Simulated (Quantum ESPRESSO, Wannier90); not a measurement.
# YSi (Cmcm): Wannier90 run

```
begin unit_cell_cart
ang
    0.0000000000    0.0000000000    3.8336500000
   -4.2866000000    0.0000000000    0.0000000000
    2.1433000000   -5.2837750000    0.0000000000
end unit_cell_cart
begin atoms_frac
Y   -0.2500000000  0.1406300000  0.2812600000
Y    0.2500000000 -0.1406300000 -0.2812600000
Si  -0.2500000000  0.4244800000 -0.1510400000
Si   0.2500000000 -0.4244800000  0.1510400000
end atoms_frac
```

Structure: Materials Project mp-9972, symmetrised, not relaxed again. Not found in the COD (Crystallography Open Database) copy used; not checked further. Level: LDA, no spin polarisation, no spin-orbit coupling; pw.x of Quantum ESPRESSO at 58 Ry with PseudoDojo potentials, 8×6×6 k-points, Wannier90. Density: 8×8×8 mesh, cold smearing 0.01 Ry.

A tight-binding model is made by disentanglement and projection with no localisation steps (num_iter = 0), so the 26 orbitals stay atom-like: hydrogen-like Y: s;p;d; Si: s;p, axes along x, y, z; frozen window up to 1.50 eV relative to the Fermi level. It follows pw.x to 5.4 meV rms for states up to 1.0 eV relative to the Fermi level. Matrix elements depend on this choice of orbitals and windows.

Task: Which pairs of orbitals on different sites are coupled most strongly? Give distance, modulus and how many such pairs a cell has.

Result: 
| orbital | orbital | distance of the centres (Å) | modulus (eV) | pairs |
|---|---|---|---|---|
| Si py | Y py | 3.09 | 1.95 | 2 |
| Si py | Si pz | 2.52 | 1.90 | 4 |
| Si pz | Si s | 2.48 | 1.72 | 4 |
| Si py | Y dx2-y2 | 2.92 | 1.66 | 2 |
| Si pz | Si pz | 2.47 | 1.59 | 2 |
| Si py | Y s | 2.98 | 1.50 | 2 |
| Si py | Si s | 2.53 | 1.42 | 4 |
| Si s | Si s | 2.48 | 1.23 | 2 |
| Y pz | Y pz | 3.83 | 1.22 | 2 |
| Y dz2 | Y pz | 3.83 | 1.19 | 4 |
| Si pz | Y px | 3.01 | 1.16 | 8 |
| Si px | Y s | 2.95 | 1.14 | 8 |
| Si px | Y dxz | 2.95 | 1.11 | 8 |
| Si px | Y pz | 2.97 | 1.10 | 8 |
| Si s | Y py | 3.15 | 1.08 | 2 |
| Y py | Y py | 3.30 | 1.04 | 2 |
| Si s | Y dx2-y2 | 2.99 | 1.02 | 2 |
| Si px | Y py | 3.03 | 1.02 | 4 |
| Si pz | Y s | 2.95 | 1.01 | 8 |
| Y dyz | Y py | 3.43 | 0.97 | 4 |
| Si s | Y dxz | 2.96 | 0.97 | 8 |
| Si px | Y dxy | 3.08 | 0.95 | 4 |
| Si py | Y dxy | 3.12 | 0.94 | 4 |
| Si py | Si py | 2.57 | 0.94 | 2 |
| Si py | Y py | 3.07 | 0.90 | 4 |
| Si pz | Y dxz | 2.96 | 0.89 | 8 |
| Si px | Y s | 3.11 | 0.83 | 4 |
| Si py | Y dz2 | 2.97 | 0.82 | 2 |
| Y py | Y py | 3.88 | 0.81 | 4 |
| Y dx2-y2 | Y py | 3.43 | 0.79 | 4 |
